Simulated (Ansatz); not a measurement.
Here is the system:

RbCr5S8:
```xyz
14
Lattice="9.0101 1.7498 0.0000 -9.0101 1.7498 0.0000 -2.3066 0.0000 8.4660" Properties=species:S:1:pos:R:3 pbc="T T T"
Rb     0.0000     1.7498     0.0000
Cr    -4.0672     1.7498     1.3957
Cr     1.7606     1.7498     7.0704
Cr    -4.0736     1.7498     4.4492
Cr     1.7670     1.7498     4.0169
Cr    -1.1533     0.0000     4.2330
S     -6.2337     1.7498     5.5552
S      3.9272     1.7498     2.9109
S     -8.1909     1.7498     8.3490
S      5.8843     1.7498     0.1171
S     -8.2277     1.7498     2.7958
S      5.9212     1.7498     5.6702
S     -2.2003     1.7498     2.9817
S     -0.1063     1.7498     5.4844
```
The run is spin-polarised, in the one order tried: ferromagnetic.

This is the r²SCAN-relaxed structure.

Task: All from r²SCAN in the plane-wave PAW code Ansatz, unless another level is named. Predict the Bader charges.

Result: Rb +0.84, Cr +1.40 to +1.41, S -1.06 to -0.92 e.

Task: Predict the net moment.

Result: 1.07 μB per atom.

Space group C2/m. The workflow started from a Materials Project entry (that database holds measured and hypothetical structures alike); the Crystallography Open Database files this formula in space group No. 12, but the cells were not matched. Whether it is the stable phase at ambient conditions was not checked. The cell was relaxed with r²SCAN under the symmetry of its start; whether a distortion lowers the energy is not shown. The final state is ferromagnetic, the only order run, not a proven ground state. Other orbital occupations within this spin state were not tried. No Hubbard U is applied.

Potentials: the later of the program's two PAW sets.
